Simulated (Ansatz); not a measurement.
## MgO$_{2}$: a fit and a missing row

MgO$_{2}$, R-3m, a = 3.168 Å, c = 10.372 Å. The structure is a Materials Project entry; whether it is the stable form wasn't checked. Ansatz: PBEsol, PAW, 420 eV, Γ-centred 12×12×12 mesh on 3 atoms, Gaussian smearing 0.02 eV; no spin polarisation. Shape and atoms are relaxed at each volume; pressure is positive in compression.

```
V (Å³/atom) P (GPa)
      8.813    21.21
      9.113    14.60
      9.414     8.96
      9.714     4.12
     10.014    -0.02
     10.315    -3.57
     10.615        ?
     11.016    -9.99
```

**Question.** Take V0 = 10.014 Å³/atom, count pressures from its P0 = -0.02 GPa, fit the third-order Birch–Murnaghan form to the other rows, and predict the missing pressure.

**Answer.** With the Eulerian strain f = ½[(V0/V)^(2/3) − 1] and y = (P − P0)/[3f(1 + 2f)^(5/2)], the form is the line y = B0 + 1.5 B0 (B0′ − 4) f. Rows (f, y): 0.04445, 128.7; 0.03244, 128.4; 0.02103, 128.4; 0.01024, 128.1; -0.00977, 127.2; -0.03080, 126.5. Means f = 0.01127, y = 127.88; Σ(Δf)² = 0.003858, ΣΔfΔy = 0.1154; the slope is their ratio. y = 127.5 + 29.92 f GPa, so B0 = 127.5 GPa and B0′ = 4 + 2 × (29.92)/(3 × 127.5) = 4.16. At V = 10.615, f = -0.01906, y = 126.93 and P = -6.61 GPa. The run gave -6.61 GPa, the same to the digits shown.